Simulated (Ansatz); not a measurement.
Relaxed-ion elastic tensor of NaF (rock salt, space group No. 225) in GPa (Voigt order), LDA in the plane-wave PAW code Ansatz; density 3.05 g/cm³, 11.41 Å³ per atom.

```
 133  24.9  24.9   0.0   0.0   0.0
24.9   133  24.9   0.0   0.0   0.0
24.9  24.9   133   0.0   0.0   0.0
 0.0   0.0   0.0  29.1   0.0   0.0
 0.0   0.0   0.0   0.0  29.1   0.0
 0.0   0.0   0.0   0.0   0.0  29.1
```

Problem. Is the crystal mechanically stable?

Solution. Yes: the smallest eigenvalue of C is 29.1 GPa.

Problem. Work out the Voigt, Reuss and Hill averages.

Solution. K_V = 61.0, K_R = 61.0, K_H = 61.0; G_V = 39.2, G_R = 35.7, G_H = 37.4 GPa.

Problem. Give Young's modulus, Poisson's ratio, Pugh's ratio and the universal anisotropy index.

Solution. E = 9KG/(3K + G) = 93.3 GPa; ν = 0.25; K/G = 1.63 (brittle by the Pugh limit of 1.75); A_U = 5G_V/G_R + K_V/K_R − 6 = 0.48.

Problem. Estimate the sound speeds and the Debye temperature.

Solution. v_l = √((K + 4G/3)/ρ) = 6030 m/s, v_t = √(G/ρ) = 3500 m/s, mean 3880 m/s; Θ = (h/k)(3n/4πV)^(1/3) v_m = 514 K.

Problem. Give the Zener ratio and Young's modulus along [100], [110] and [111].

Solution. A = 2C44/(C11 − C12) = 0.54; 1/E = S11 − 2(S11 − S12 − S44/2)Γ with Γ = 0, 1/4, 1/3 gives 125, 83.7, 75.4 GPa.

Space group Fm-3m (rock salt). The LDA relaxation kept the symmetry of its start; phonons on a q-mesh show no instability.

Potentials: the later of the program's two PAW sets.
